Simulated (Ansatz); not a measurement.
CoSi in space group P2_13 (No. 198; Co on 4a, Si on 4a) under volume change, plane-wave PAW r²SCAN (Ansatz code), shape and atoms relaxed at each volume.

```csv
V (Å³/atom),E − E(relaxed) (meV/atom),P (GPa)
9.577,78.1,28.86
9.893,32.7,17.57
10.209,7.7,8.04
10.525,0.0,0.00
10.840,6.9,-6.75
11.156,25.9,-12.39
11.472,55.0,-17.00
```

Problem. What does a third-order Birch–Murnaghan fit give for V₀, B₀ and B′?

Solution. V₀ = 10.52 Å³/atom, B₀ = 244 GPa, B′ = 4.8.

Symmetry was held in the r²SCAN relaxation. The workflow began spin-polarised and lost its moments.

Potentials: the later of the program's two PAW sets.
